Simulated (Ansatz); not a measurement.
A geometry of YN away from equilibrium: step 3 of the relaxation of a generated cell, YN placed in the tenorite structure type. Method: r2SCAN (plane waves to 500 eV, PAW, scalar-relativistic; Ansatz, a quantum-chemistry and plane-wave program). Γ-centred k-mesh 10×10×5 on the run's cell, Fermi–Dirac smearing 0.05 eV. The plane waves were selected for a different cell earlier on the path.

```
CELL_PARAMETERS angstrom
      2.88149    -1.92512    -0.03371
      2.88149     1.92512    -0.03371
     -1.11869     0.00000     5.98750
ATOMIC_POSITIONS crystal
  Y  0.00000 0.50000 0.00000
  Y  0.50000 0.00000 0.50000
  N  0.62430 0.37570 0.25000
  N  0.37570 0.62430 0.75000
```

Problem. What forces act on the atoms (eV/Å)?

Solution. 
| atom | Fx | Fy | Fz |
|---|---|---|---|
| Y1 | 0.00 | 0.00 | 0.00 |
| Y2 | 0.00 | 0.00 | 0.00 |
| N3 | 0.00 | -1.15 | 0.00 |
| N4 | 0.00 | 1.15 | 0.00 |

The path ends in Fm-3m (No. 225) (rock salt type). No spin polarisation in the result.

The run could not lose the symmetry of its start.
